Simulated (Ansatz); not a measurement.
YZnCuP₂:
```
YZnCuP2
1.0
    3.95518     0.00000     0.00000
   -1.97759     3.42529     0.00000
    0.00000     0.00000     6.53554
Y Zn Cu P
1 1 1 2
Direct
  0.33333   0.66667   0.98441
  0.00000   0.00000   0.37656
  0.66667   0.33333   0.63972
  0.66667   0.33333   0.25659
  0.00000   0.00000   0.74272
```

Relaxed with r²SCAN. Special points in fractions of this cell's reciprocal vectors: Γ (0.000, 0.000, 0.000); M (0.500, 0.000, 0.000); K (0.333, 0.333, 0.000); A (0.000, 0.000, 0.500); L (0.500, 0.000, 0.500); H (0.333, 0.333, 0.500).

List the band energies nearest the valence-band maximum at these points for the program Ansatz at the r²SCAN with spin–orbit coupling level (PAW).

In eV from the valence-band maximum; about four levels below and three above (degenerate sets whole), none deeper than 8.9 eV; points with the same levels are listed once.

| k | below | above |
|---|---|---|
| Γ | -0.01 -0.01 0.00 0.00 | 0.93 0.93 1.46 1.46 |
| M | -2.63 -2.63 -1.83 -1.83 | 0.46 0.46 2.85 2.85 |
| K | -2.48 -2.42 -2.02 -1.98 | 2.39 2.39 2.73 |
| A | -0.72 -0.72 -0.68 -0.68 | 1.13 1.13 1.55 1.55 |
| L | -1.36 -1.36 -1.20 -1.20 | 0.18 0.18 1.92 1.92 |
| H | -2.25 -2.23 -2.18 -2.12 | 1.46 1.46 1.87 |

Space group P3m1. The workflow started from a Materials Project entry (that database holds measured and hypothetical structures alike); the Crystallography Open Database copy checked does not list it. Its standing as an ambient phase is unchecked. Symmetry was held in the r²SCAN relaxation; whether a distortion lowers the energy is not shown. No spin polarisation was allowed.

Potentials: the later of the program's two PAW sets.
